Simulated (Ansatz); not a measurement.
Put Mo₂C₃ in Pm-3m (No. 221): Mo on 1b and 1a; C on 3c.

Level of theory: DFT PBE, scalar-relativistic, plane waves, PAW in Ansatz. Cutoff 420 eV, Γ-centred mesh, Gaussian smearing, collinear spin.

Energies over the elements count from the elements' standard structures at the same level, with no fitted energy shifts.

Question: Predict the relaxed structure.

Answer:

Space group Pm-3m (No. 221). a = 3.987 Å, b = 3.987 Å, c = 3.987 Å, α = 90.00°, β = 90.00°, γ = 90.00°
| atom | site | symmetry | x | y | z |
| --- | --- | --- | --- | --- | --- |
| Mo | 1b | m-3m | 0.5000 | 0.5000 | 0.5000 |
| Mo | 1a | m-3m | 0.0000 | 0.0000 | 0.0000 |
| C | 3c | 4/mm.m | 0.0000 | 0.5000 | 0.5000 |

Around Mo on its first site lie 6 C at 1.99 Å; Mo on its second site has 12 C at 2.82 Å; C is surrounded by 2 Mo at 1.99 Å, 4 Mo at 2.82 Å and 8 C at 2.82 Å.

Question: Where does its energy lie, and is it a metal?

Answer: The energy over the elements is +2.10 eV/atom. The gap on the 10×10×10 mesh of the 5-atom cell is 0 eV (a metal), the net moment per atom is 0.38 μB and the moment by site is Mo 2.0 μB. The separate elements lie lower, so it is unstable against them.

The last run used collinear spin and Gaussian smearing of 0.10 eV. The reference form of C is held partly by dispersion forces, which this level lacks. Another magnetic order may lie lower. A structure relaxed within its symmetry needn't be a true minimum. Site moments count only spheres around the atoms; the net moment includes the space between them.
